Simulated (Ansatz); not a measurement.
Start of a relaxation of CsB3C2:

```cif
data_structure
_symmetry_space_group_name_H-M 'P 1'
_symmetry_Int_Tables_number 1
_cell_length_a 5.3284
_cell_length_b 5.3284
_cell_length_c 3.7446
_cell_angle_alpha 90.481
_cell_angle_beta 90.481
_cell_angle_gamma 61.986
_cell_volume 93.86
loop_
_atom_site_label
_atom_site_type_symbol
_atom_site_fract_x
_atom_site_fract_y
_atom_site_fract_z
_atom_site_occupancy
Cs1 Cs 0.02521 0.02521 0.13440 1
B1 B 0.50685 0.50685 0.50837 1
B2 B 0.51138 0.96301 0.55693 1
B3 B 0.96301 0.51138 0.55693 1
C1 C 0.66787 0.66787 0.99742 1
C2 C 0.32569 0.32569 0.05232 1
```

Theory: Ansatz 0.2.0, DFT PBE, scalar-relativistic, plane waves, PAW. Cutoff 420 eV, Gaussian smearing, Γ-centred meshes. Cell and atoms relax first on a coarse mesh and then on a converged one. In between, the cell is made exact in the group found at 0.06 Å. The steps can't lower the symmetry of their start. No spin polarisation in the relaxation; trial moments died out in a coarse test.

A guess keeps its type if space group and coordination stay and the shape of the cell changes little (axis ratios within about 15 %, angles within 6°); the volume may change.

Problem. Will the relaxed cell still be of the starting type?

Solution. It doesn't keep its type. The symmetry goes from Cm (No. 8) to Amm2 (No. 38). The volume per atom grows by 16.2 %, from 15.6 to 18.2 Å³. The shortest distance goes from 2.16 Å (B–C) to 1.43 Å (B–C). Counting neighbours within 15 % of an atom's shortest distance, the start has B 3/6, C 4/6, Cs 7 and the end B 2/3, C 3, Cs 18. In detail, at the end Cs is surrounded by 12 B at 3.48–3.78 Å, 6 C at 3.49–3.65 Å and 4 C at 4.02 Å; B on a site of symmetry mm2 is surrounded by 2 C at 1.43–1.45 Å, 2 B at 2.45 Å, 2 B at 2.86 Å and 4 Cs at 3.48 Å; C on its first site is surrounded by 1 B at 1.43 Å, 2 B at 1.54 Å, 3 C at 2.88–2.91 Å and 4 Cs at 3.49 Å; 2 more sites not described.

Space group Amm2 (No. 38). a = 5.129 Å, b = 4.503 Å, c = 9.442 Å, α = 90.00°, β = 90.00°, γ = 90.00°
```tsv
atom	site	symmetry	x	y	z
Cs	2b	mm2	0.5000	0.0000	0.0470
B	2a	mm2	0.0000	0.0000	0.4746
B	4d	m..	0.0000	0.6782	0.2653
C	2a	mm2	0.0000	0.5000	0.1262
C	2a	mm2	0.0000	0.0000	0.3215
```

The last run used a 6×8×8 mesh (in the run's order of axes) for its 6-atom cell and Gaussian smearing of 0.02 eV. A structure relaxed within its symmetry needn't be a true minimum.

In counts of neighbours, a slash parts the counts of unlike sites.
